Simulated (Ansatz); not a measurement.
SiO2:
```cif
data_O4Si2
_chemical_formula_sum 'Si2 O4'
_space_group_name_H-M_alt 'P42/mnm'
_space_group_IT_number 136
_space_group_name_Hall '-P 4n 2n'
_cell_length_a 4.23596
_cell_length_b 4.23596
_cell_length_c 2.69046
_cell_angle_alpha 90.000
_cell_angle_beta 90.000
_cell_angle_gamma 90.000
loop_
_atom_site_label
_atom_site_type_symbol
_atom_site_symmetry_multiplicity
_atom_site_Wyckoff_symbol
_atom_site_fract_x
_atom_site_fract_y
_atom_site_fract_z
_atom_site_occupancy
Si1 Si 2 a 0.00000 0.00000 0.00000 1
O1 O 4 f 0.30698 0.30698 0.00000 1
```

Relaxed with PBE.

Problem. Decompose the optical modes at the zone centre into irreducible representations, and say which are infrared and Raman allowed.

Solution. Point group 4/mmm: Γ_opt = A1g + A2g + A2u + B1g + 2B1u + B2g + Eg + 3Eu. Infrared: A2u, Eu. Raman: A1g, B1g, B2g, Eg.

Problem. Assign frequencies (DFPT, PBE (plane waves, PAW; program Ansatz); without the LO–TO term).

Solution. B1g 221, B1u 369, Eu 426, Eu 532, Eg 558, A2g 571, A2u 628, A1g 719, B1u 722, Eu 797, B2g 904 cm⁻¹.

Subscripts of B labels follow the axes of the standard setting.

Space group P4_2/mnm (rutile). This is a known high-pressure phase of the composition, computed here at zero pressure and temperature. The cell was relaxed with PBE under the symmetry of its start; phonons on a q-mesh show no instability.

Potentials: the later of the program's two PAW sets.
